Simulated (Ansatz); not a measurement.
**Two states of Ti$_{2}$HgS$_{4}$**

```
CELL_PARAMETERS angstrom
0.00000 5.57781 0.00000
5.57781 0.00000 0.00000
2.78891 2.78891 -5.21395
ATOMIC_POSITIONS crystal
Ti 0.50000 0.50000 0.00000
Hg 0.00000 0.00000 0.00000
Ti 0.75000 0.25000 0.50000
S 0.39700 0.41700 0.72600
S 0.58300 0.12300 0.27400
S 0.87700 0.85700 0.72600
S 0.14300 0.60300 0.27400
```

Single point in Ansatz 0.2.0 with r2SCAN. Cutoff 500 eV, PAW datasets, 4×4×4 Γ-centred k mesh, fermi-dirac filling (width 0.1 eV). The cell carries a charge of -1 e on a uniform background.

State A: Ti1 down, Ti3 down (collinear spin). State B: no moments (no spin polarisation).

Task: Which state is lower, and how do they differ?

Result: State A is lower by 49.6 meV an atom at zero smearing; in free energy at this smearing B lies +41.9 meV an atom from A.

```json
{"state": "A", "free energy (meV/atom)": "0.0", "largest moment in a small sphere (μB)": "1.10", "net moment (μB/cell)": "2.80", "gap on mesh (eV)": "metal", "pressure (GPa)": "n/a", "largest force (eV/Å)": "0.22"}
{"state": "B", "free energy (meV/atom)": "41.9", "largest moment in a small sphere (μB)": "0.00", "net moment (μB/cell)": "0.00", "gap on mesh (eV)": "metal", "pressure (GPa)": "n/a", "largest force (eV/Å)": "0.58"}
```

Origin: a known structure type with other elements, at an estimated volume, so it need not be a known compound. Caveats: the k mesh is coarse if the cell is a metal; charged cell with a uniform background; odd electron count without spin polarisation, so a magnetic state may lie lower.
